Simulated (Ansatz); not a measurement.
Task: Each is relaxed and computed with DFT-PBEsol in the program Ansatz with PAW potentials. Which alone has a direct gap?
A) Mg3CdO4, Pm-3m (Mg on 3c, Cd on 1a, O on 3d, O on 1b)
B) Mg2ZnO3, P-3m1 (Mg on 2d, Zn on 1a, O on 2d, O on 1b)
C) Mg3ZnO4, P4/mmm (Pearson symbol tP8)
D) MgZnO2, P3m1 (Mg on 1b, Zn on 1c, O on 1b, O on 1c)

Result: D, MgZnO2, P3m1 (Mg on 1b, Zn on 1c, O on 1b, O on 1c). MgZnO2: gap 1.70 eV (direct); Mg3ZnO4: gap 2.57 eV (indirect); Mg2ZnO3: gap 3.06 eV (indirect); Mg3CdO4: gap 1.09 eV (indirect). Standing as an ambient phase not checked: MgZnO2, P3m1 (Mg on 1b, Zn on 1c, O on 1b, O on 1c); Mg3ZnO4, P4/mmm (Pearson symbol tP8); Mg2ZnO3, P-3m1 (Mg on 2d, Zn on 1a, O on 2d, O on 1b); Mg3CdO4, Pm-3m (Mg on 3c, Cd on 1a, O on 3d, O on 1b). Perhaps ordered models of mixed-site phases: MgZnO2, P3m1 (Mg on 1b, Zn on 1c, O on 1b, O on 1c); Mg3ZnO4, P4/mmm (Pearson symbol tP8); Mg2ZnO3, P-3m1 (Mg on 2d, Zn on 1a, O on 2d, O on 1b); Mg3CdO4, Pm-3m (Mg on 3c, Cd on 1a, O on 3d, O on 1b). All cells were relaxed under the symmetry of their starts (and spin orders); stability against distortions was not tested throughout. Spin–orbit coupling is left out wherever it is not named.

Potentials: the later of the program's two PAW sets.
